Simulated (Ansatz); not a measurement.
## Fields on a plane of CdO (rock salt)

```
CELL_PARAMETERS angstrom
      0.00000     2.34543     2.34543
      2.34543     0.00000     2.34543
      2.34543     2.34543     0.00000
ATOMIC_POSITIONS crystal
  O  0.00000 0.00000 0.00000
  Cd 0.50000 0.50000 0.50000
```

The slice is a {110} plane (indices of the conventional cell) through the point (0.500, 0.500, 0.500) (fractional), spanned by u = [100] and v = [1 -1 -1] in vectors of this cell: u (3.32 Å) and v (4.69 Å, at 90° to u). It covers one period; positions are fractions (u, v).

Atoms on it: O at (0.00, 0.50); Cd at (0.00, 0.00).

Calculation: PBEsol (plane waves to 420 eV, PAW, scalar-relativistic; Ansatz, a program for electronic structure). k mesh 12×12×12. Near the nuclei the fields are pseudised (PAW); where an atom keeps semicore shells as valence, they peak there. CdO was relaxed with its symmetry unable to fall. The PAW data are Ansatz's earlier set.

```
|@@%#+-:....:-+#%@|
|%%#*=-:.  .:-=*#%|
|##*+-:.    .:-+*#|
|++=-:..    ..:-=+|
|=--::.      .::--|
|--::..      ..::-|
|--::..      ..::-|
|==--:.      .:--=|
|++==-:.    .:-==+|
|#**=-:..  ..:-=**|
|##*+=::....::=+*#|
|%##+=-:....:-=+##|
|##*+=::....::=+*#|
|#**=-:..  ..:-=**|
|++==-:.    .:-==+|
|==--:.      .:--=|
|--::..      ..::-|
|--::..      ..::-|
|=--::.      .::--|
|++=-:..    ..:-=+|
|##*+-:.    .:-+*#|
|%%#*=-:.  .:-=*#%|
|@@%#+-:....:-+#%@|
|@@%#+-:....:-+#%@|
```
Scale: ten equal steps from -1.28 (start of ' ') to 1.43 (end of '@'), in the order ' .:-=+*#%@'. Values: log₁₀ of the valence density in e/Å³. The map has 17 points along u (one character each, u = 0 at the left) and 24 along v (v = 0 in the bottom row). The scale is logarithmic, as a density can span decades between atoms and voids.

```tsv
v \ u	0.00	0.18	0.35	0.53	0.71	0.88
0.92	x	x	3.5	6.9	<0.0	x
0.83	x	x	5.7	7.4	3.6	x
0.75	2.5	5.0	7.3	7.7	6.8	3.9
0.67	x	x	7.9	7.5	8.0	x
0.58	x	x	7.8	7.1	7.8	x
0.50	x	x	7.7	6.8	x	x
0.42	x	x	7.8	7.1	7.8	x
0.33	x	x	7.9	7.5	8.1	x
0.25	2.5	5.1	7.3	7.7	6.8	4.0
0.17	x	x	5.7	7.4	3.6	x
0.08	x	x	3.5	6.9	<0.0	x
0.00	x	x	1.9	6.7	x	x
```

Values: electrostatic potential energy of an electron, from the cell's mean, in eV. Points within 1 Å of a nucleus are blanked (x), as the pseudised field means little there. Values under 0 eV are set to 0. The zero, the cell's mean, hangs on the PAW cores.

The density on the O–Cd line (2.35 Å) at its density minimum, 1.1 Å from O is 0.36 e/Å³ and the ELF at that point comes out as 0.1.
